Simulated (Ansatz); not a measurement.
Input:

AlRu:
Space group Fm-3m (No. 225); a = 4.982 Å, b = 4.982 Å, c = 4.982 Å, α = 90.00°, β = 90.00°, γ = 90.00°

```json
[
 {"atom": "Ru", "site": "4a", "symmetry": "m-3m", "x": "0.0000", "y": "0.0000", "z": "0.0000"},
 {"atom": "Al", "site": "4b", "symmetry": "m-3m", "x": "0.5000", "y": "0.5000", "z": "0.5000"}
]
```
(The calculation used a cell of 2 atoms; values per cell refer to that cell.)

This is the PBE-relaxed structure.

Task: All from the program Ansatz at the PBE level (PAW), unless another level is named. Predict the density of states at the Fermi level.

Result: 1.2 states/eV per atom (mean over ±0.08 eV).

Task: Give the formation energy from the elements (no fitted shifts).

Result: 0.15 eV/atom.

Task: Next, the gap with spin–orbit coupling?

Result: none (metallic).

The start of the workflow was typed in or built on a structure type; neither database checked (COD, Materials Project) lists it. COD files the formula under space group No. 221, so this cell is another polymorph or a model. Whether it is the stable phase at ambient conditions was not checked. Symmetry was held in the PBE relaxation; its stability against distortions is not shown here. The run is not spin-polarised. Its formation energy is positive at this level, so the cell may be metastable or incomplete. The references are the lowest solids computed at this level, not always the standard phases. Scalar-relativistic: spin–orbit coupling is off unless named, which matters more the heavier the elements.

Potentials: the later of the program's two PAW sets.
